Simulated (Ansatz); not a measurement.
Notes on ZrBr

```xyz
4
Lattice="1.7346 1.0015 9.2665 -1.7346 1.0015 9.2665 0.0000 -2.0030 9.2665" Properties=species:S:1:pos:R:3 pbc="T T T"
Zr    0.0000    0.0000    5.8157
Zr    0.0000    0.0000   21.9839
Br    0.0000    0.0000   10.8891
Br    0.0000    0.0000   16.9105
```

Level: r2SCAN, no spin polarisation; 500 eV; 10×10×10 Γ-centred mesh; fermi-dirac occupations (width 0.1 eV); Ansatz 0.2.0, fixed geometry.

Contacts: Zr–Br at 2.71 Å: least valence density 0.32 e/Å³ and ELF 0.21 there. Zr–Zr at 3.10 Å: least valence density 0.19 e/Å³ and ELF 0.19 there. These are pseudo-fields; inside the PAW spheres they differ from the all-electron ones.
Charges: Bader charges in e: Zr +0.68, Br -0.68. In the mean Zr gives up most and Br takes most.
At the Fermi level: It is a metal, with about 0.53 states/eV a cell as the mean within 0.25 eV of the Fermi level, mostly Zr d (92 %).
Stress: The pressure is 4.7 GPa (compression positive), so with the atoms held at these fractions the cell would first expand.

Origin: a database entry at a rescaled volume.
